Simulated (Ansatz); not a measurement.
LaBi (rock salt, Fm-3m), DFT-PBE in the program Ansatz with PAW potentials, all energies at zero smearing, with the estimated change up to a 700 eV cutoff added, with one set of potentials and settings (totals compare only within such a set). Cell of 2 atoms (1 La, 1 Bi): -18648.779 eV.

```csv
element,reference phase,E (eV/atom)
La,"P6_3/mmc, 4 atoms in the cell",-6250.0953
Bi,"R-3m, 2 atoms in the cell",-12396.5536
```

Formation energy per atom, worked out: (-18648.779 − 1×(-6250.0953) − 1×(-12396.5536))/2 = -1.065 eV/atom (-103 kJ per mol of atoms), at 0 K, without zero-point energy or fitted corrections.

The first step of the workflow began from a Materials Project structure, measured or hypothetical; the Crystallography Open Database files this formula in space group No. 225, but the cells were not matched. Whether it is the stable phase at ambient conditions was not checked. The PBE relaxation kept the symmetry of its start; its stability against distortions is not shown here. The references are the lowest solids computed at this level, not always the standard phases. Spin–orbit coupling is left out wherever it is not named.

Potentials: the later of the program's two PAW sets.
